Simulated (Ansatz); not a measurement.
Ag (fcc, Cu type)

```yaml
crystal:
  lattice:
    - [4.05478, 0.00000, 0.00000]
    - [0.00000, 4.05478, 0.00000]
    - [0.00000, 0.00000, 4.05478]
  atoms:
    - { symbol: Ag, position: [0.00000, 0.00000, 0.00000] }
    - { symbol: Ag, position: [0.50000, 0.50000, 0.00000] }
    - { symbol: Ag, position: [0.50000, 0.00000, 0.50000] }
    - { symbol: Ag, position: [0.00000, 0.50000, 0.50000] }
```

Two-dimensional scan of atom 1 (Ag, nearest neighbour Ag at 2.867 Å; its periodic images, 4.1 Å or more away, move with it): u runs along (1.000, 0.000, 0.000), v along (0.000, 1.000, 0.000) (Cartesian). Cell and other atoms are fixed.

Computed with PBEsol (plane waves to 420 eV, PAW, scalar-relativistic; Ansatz, an electronic-structure program). k mesh 9×9×9 (Γ-centred), Fermi-Dirac smearing 0.05 eV. The energy includes the smearing's −TS. With partly filled bands, energies and forces of such displacements shift with the k mesh and the smearing. On this mesh the relaxed cell isn't quite at rest: it carries a pressure of -0.2 GPa (compression positive) at the zero of the scan. Ag was relaxed with its symmetry unable to fall. The PAW data are Ansatz's earlier set. The last digit holds for this mesh only.

Changes of ΔE (meV/cell) from the point u = 0.000 Å, v = 0.000 Å when one coordinate moves alone (two changes are said to add if the coupling is within 5 % of the smaller one, nearly so within 20 %):

```csv
point,change
"u = 0.000 Å, v = -0.430 Å",584.3
"u = 0.000 Å, v = -0.287 Å",248.2
"u = 0.000 Å, v = -0.143 Å",60.3
"u = -0.430 Å, v = 0.000 Å",584.3
"u = -0.287 Å, v = 0.000 Å",248.2
"u = -0.143 Å, v = 0.000 Å",60.3
"u = 0.143 Å, v = 0.000 Å",60.3
"u = 0.287 Å, v = 0.000 Å",248.2
"u = 0.430 Å, v = 0.000 Å",584.3
"u = 0.000 Å, v = 0.143 Å",60.3
"u = 0.000 Å, v = 0.287 Å",248.2
"u = 0.000 Å, v = 0.430 Å",584.3
```

### Question
Do the two effects add at u = 0.430 Å, v = 0.143 Å? Give the computed change.

### Answer
The sum of the single changes is 584.3 + (60.3) = 644.6; the calculation gives 677.8, so the coupling contributes 33.2 (over 20 % of the smaller single change, not additive).

### Question
Do the two effects add at u = 0.287 Å, v = -0.430 Å? Give the computed change.

### Answer
The sum of the single changes is 248.2 + (584.3) = 832.5; the calculation gives 972.9, so the coupling contributes 140.4 (over 20 % of the smaller single change, not additive).

### Question
Do the two effects add at u = 0.143 Å, v = 0.287 Å? Give the computed change.

### Answer
The sum of the single changes is 60.3 + (248.2) = 308.5; the calculation gives 322.1, so the coupling contributes 13.6 (over 20 % of the smaller single change, not additive).

(For displaced atoms, the force is minus the slope of the energy, and its curvature is a force constant, which sets phonon frequencies.)
